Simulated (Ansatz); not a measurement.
**BaB2Rh2: do energies and stresses tell the same story?**

Theory: DFT r2SCAN, scalar-relativistic, plane waves, PAW in Ansatz 0.2.0.

Plane waves to 500 eV, a k mesh through Γ of 12×12×12 on the computed 5-atom cell and Gaussian smearing (0.10 eV); no spin polarisation.

Relaxed cell: I4/mmm, a = 3.908 Å, b = 3.908 Å, c = 11.444 Å, α = 90.00°, β = 90.00°, γ = 90.00°, 5 atoms in the primitive cell. Whether it is the stable form of this composition wasn't checked.

Energies at zero smearing and pressures from the stress tensor, at volumes with shape and atoms relaxed:
```
V (Å³/atom) E − E(first) (meV/atom) P (GPa)
     15.382                     0.00    15.00
     15.906                   -41.32    10.38
     16.431                   -68.58     6.39
     16.955                   -83.67     2.95
     17.479                   -88.32     0.00
     18.004                   -84.07    -2.50
     18.528                   -72.29    -4.63
     19.227                   -46.76    -6.98
```

Q: Check P = −dE/dV between neighbouring volumes, and get the bulk modulus from the pressures alone.

A: With 1 eV/Å³ = 160.2 GPa:
```tsv
middle V (Å³/atom)	−ΔE/ΔV (GPa)	mean P (GPa)
15.644	12.624	12.690
16.169	8.329	8.387
16.693	4.611	4.669
17.217	1.419	1.475
17.742	-1.297	-1.248
18.266	-3.599	-3.564
18.878	-5.851	-5.806
```

The two differ by 0.07 GPa at most. The mean of two end pressures misses the average over a step by about ΔV² P″/12, up to 0.05 GPa here; with that taken off 0.02 GPa remains. Around V = 17.479 Å³/atom, the two neighbours give B = −V ΔP/ΔV = 17.479 × 5.45 / 1.049 = 90.8 GPa, against B0 = 90.0 GPa from the Birch–Murnaghan fit of the energies.

Cost: 9 runs of about 12 core-minutes in all, on AMD EPYC 9R45 (Zen 5) (shared hosts).